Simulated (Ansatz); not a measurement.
NiSe in space group R3m (No. 160; Ni on 9b, Se on 9b), DFT-PBE in the program Ansatz with PAW potentials, all energies at zero smearing, with the estimated change up to a 700 eV cutoff added, with one set of potentials and settings (totals compare only within such a set). Cell of 6 atoms (3 Ni, 3 Se): -33928.115 eV.

```json
[
 {"element": "Ni", "reference phase": "Fm-3m, 1 atoms in the cell, spin-polarised", "E (eV/atom)": "-5839.7239"},
 {"element": "Se", "reference phase": "P3_121, 3 atoms in the cell", "E (eV/atom)": "-5469.0798"}
]
```

Formation energy per atom, worked out: (-33928.115 − 3×(-5839.7239) − 3×(-5469.0798))/6 = -0.284 eV/atom (-27 kJ per mol of atoms), at 0 K, without zero-point energy or fitted corrections.

The first step of the workflow began from a Materials Project structure, measured or hypothetical; the Crystallography Open Database copy checked does not list it. COD files the formula under space group No. 194, so this cell is another polymorph or a model. Whether it is the stable phase at ambient conditions was not checked. The PBE relaxation kept the symmetry of its start; its stability against distortions is not shown here. No spin polarisation was allowed. The references are the lowest solids computed at this level, not always the standard phases.

Potentials: the later of the program's two PAW sets.
